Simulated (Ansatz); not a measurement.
According to r²SCAN (plane waves, PAW; program Ansatz), SiB₁₂C₂ in the trigonal phase (R-3m; B on 18h, B on 18h, C on 6c, Si on 3b) relaxes to a = 5.641 Å, c = 12.619 Å. Against the elements it lies at -0.019 eV/atom, with no fitted shifts.

It is gapped at this level: 1.87 eV (indirect). HSE06 on the same cell gives 2.35 eV. The electron mass is 0.30, 0.42, 1.4 mₑ (principal values). The hole mass is 0.32, 0.41, 0.55 mₑ (principal values).

An equation-of-state fit gives a bulk modulus of 222 GPa. The relaxed-ion elastic constants in GPa are C11 = 518, C12 = 124, C13 = 62.1, C14 = 48.8, C33 = 478, C44 = 121. The elastic constants imply a Debye temperature near 1300 K. Bader charges are B 0.00 to +0.45, C -2.64, Si +2.60 e.

The start of the workflow was typed in or built on a structure type; neither database checked (COD, Materials Project) lists it. Its standing as an ambient phase is unchecked. Symmetry was held in the r²SCAN relaxation; whether a distortion lowers the energy is not shown. The references are the lowest solids computed at this level, not always the standard phases.

Potentials: the earlier of the program's two PAW sets. The files were generated under PBE; for other functionals the program regenerates the frozen cores, and for LDA and PBEsol the local potential too.
